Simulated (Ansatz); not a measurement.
GaN (rock salt)

```cif
data_Ga4N4
_chemical_formula_sum 'Ga4 N4'
_space_group_name_H-M_alt 'Fm-3m'
_space_group_IT_number 225
_space_group_name_Hall '-F 4 2 3'
_cell_length_a 4.21947
_cell_length_b 4.21947
_cell_length_c 4.21947
_cell_angle_alpha 90.000
_cell_angle_beta 90.000
_cell_angle_gamma 90.000
loop_
_atom_site_label
_atom_site_type_symbol
_atom_site_symmetry_multiplicity
_atom_site_Wyckoff_symbol
_atom_site_fract_x
_atom_site_fract_y
_atom_site_fract_z
_atom_site_occupancy
Ga1 Ga 4 a 0.00000 0.00000 0.00000 1
N1 N 4 b 0.50000 0.50000 0.50000 1
```
(The calculation used a cell of 2 atoms; values per cell refer to that cell.)

The relaxed cell is deformed in two ways at once: its volume V is scaled, and at that volume it is stretched along z (the c axis of the conventional cell) so that c/a changes. Fractional atomic positions are held.

All values below come from PBEsol (plane waves to 420 eV, PAW, scalar-relativistic; Ansatz, a quantum-chemistry and plane-wave program). k mesh 13×13×13 (Γ-centred), Fermi-Dirac smearing 0.05 eV. The energy includes the smearing's −TS. GaN was relaxed with its symmetry unable to fall. This is one of several known forms of GaN; the measured ambient cells at hand have space group No. 186 or 216.

Changes of ΔE (meV/atom) from the point V/V₀ = 1.000, (c/a)/(c/a)₀ = 1.000 when one coordinate moves alone (two changes are said to add if the coupling is within 5 % of the smaller one, nearly so within 20 %):

```
point                               change
----------------------------------  ------
V/V₀ = 1.000, (c/a)/(c/a)₀ = 0.960    6.35
V/V₀ = 1.000, (c/a)/(c/a)₀ = 0.973    2.74
V/V₀ = 1.000, (c/a)/(c/a)₀ = 0.987    0.66
V/V₀ = 0.920, (c/a)/(c/a)₀ = 1.000   50.83
V/V₀ = 0.947, (c/a)/(c/a)₀ = 1.000   21.39
V/V₀ = 0.973, (c/a)/(c/a)₀ = 1.000    5.08
V/V₀ = 1.027, (c/a)/(c/a)₀ = 1.000    4.60
V/V₀ = 1.053, (c/a)/(c/a)₀ = 1.000   17.50
V/V₀ = 1.080, (c/a)/(c/a)₀ = 1.000   37.53
V/V₀ = 1.000, (c/a)/(c/a)₀ = 1.013    0.65
V/V₀ = 1.000, (c/a)/(c/a)₀ = 1.027    2.54
V/V₀ = 1.000, (c/a)/(c/a)₀ = 1.040    5.59
```

What is the change at V/V₀ = 1.080, (c/a)/(c/a)₀ = 1.040, where both move, and how far is it from the sum?

The sum of the single changes is 37.53 + (5.59) = 43.12; the calculation gives 40.70, so the coupling contributes -2.42 (over 20 % of the smaller single change, not additive).

(Under strain, the slope of the energy per volume gives the stress and its curvature an elastic modulus.)
